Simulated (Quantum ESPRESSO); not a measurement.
Band energies of Cs$_{2}$NaScCl$_{6}$

```
Cs2NaScCl6
1.0
    0.00000     5.33247     5.33247
    5.33247     0.00000     5.33247
    5.33247     5.33247     0.00000
Na Cl Sc Cs
1 6 1 2
Direct
  0.50000   0.50000   0.50000
  0.76473   0.23527   0.23527
  0.23527   0.76473   0.76473
  0.23527   0.76473   0.23527
  0.76473   0.23527   0.76473
  0.23527   0.23527   0.76473
  0.76473   0.76473   0.23527
  0.00000   0.00000   0.00000
  0.75000   0.75000   0.75000
  0.25000   0.25000   0.25000
```

LDA (pw.x of Quantum ESPRESSO, ONCV potentials, scalar-relativistic); path ΓXWKΓLUWLK,UX; energies in eV from the valence-band maximum.

```
k (1/Å)  point  band 36  band 37  band 38  band 39  band 40  band 41  band 42  band 43
-------  -----  -------  -------  -------  -------  -------  -------  -------  -------
0.00         Γ    -0.24    -0.24     0.00     0.00     0.00     3.78     3.78     3.78
0.20              -0.30    -0.30    -0.11    -0.11     0.00     3.78     3.85     3.85
0.39              -0.42    -0.42    -0.34    -0.34    -0.01     3.77     3.98     3.98
0.59         X    -0.53    -0.53    -0.45    -0.45    -0.02     3.77     4.04     4.04
0.59         W    -0.67    -0.53    -0.51    -0.22    -0.22     3.90     3.90     4.04
0.80         K    -0.64    -0.44    -0.42    -0.39    -0.11     3.83     3.99     4.01
1.01              -0.52    -0.34    -0.26    -0.24    -0.18     3.89     3.89     3.93
1.21              -0.32    -0.27    -0.12    -0.08    -0.05     3.81     3.83     3.85
1.42         Γ    -0.24    -0.24     0.00     0.00     0.00     3.78     3.78     3.78
1.59              -0.27    -0.27    -0.07    -0.07    -0.04     3.80     3.82     3.82
1.76              -0.31    -0.31    -0.20    -0.20    -0.13     3.84     3.89     3.89
1.93         L    -0.33    -0.33    -0.27    -0.27    -0.20     3.85     3.91     3.91
2.11              -0.48    -0.37    -0.33    -0.28    -0.19     3.87     3.93     3.95
2.29         U    -0.64    -0.44    -0.42    -0.39    -0.11     3.83     3.99     4.01
2.29         W    -0.67    -0.53    -0.51    -0.22    -0.22     3.90     3.90     4.04
2.43              -0.56    -0.45    -0.43    -0.22    -0.21     3.89     3.90     4.01
2.57              -0.41    -0.36    -0.31    -0.25    -0.21     3.87     3.91     3.94
2.71         L    -0.33    -0.33    -0.27    -0.27    -0.20     3.85     3.91     3.91
2.83              -0.40    -0.35    -0.30    -0.26    -0.20     3.86     3.91     3.93
2.95              -0.57    -0.39    -0.37    -0.31    -0.16     3.86     3.95     3.98
3.07         K    -0.64    -0.44    -0.42    -0.39    -0.11     3.83     3.99     4.01
3.07         U    -0.64    -0.44    -0.42    -0.39    -0.11     3.83     3.99     4.01
3.28         X    -0.53    -0.53    -0.45    -0.45    -0.02     3.77     4.04     4.04
```

The LDA gap is 3.77 eV and nearly direct: the edges lie at Γ and X, the smallest direct gap within 0.02 eV of it. Another valence and conduction extremum on the path lies within 0.02 eV, too close to call.

Geometry of the Materials Project entry, not relaxed at this level.

The structure is a Materials Project entry; no match was found in the copy of COD used, and its stability was not checked.
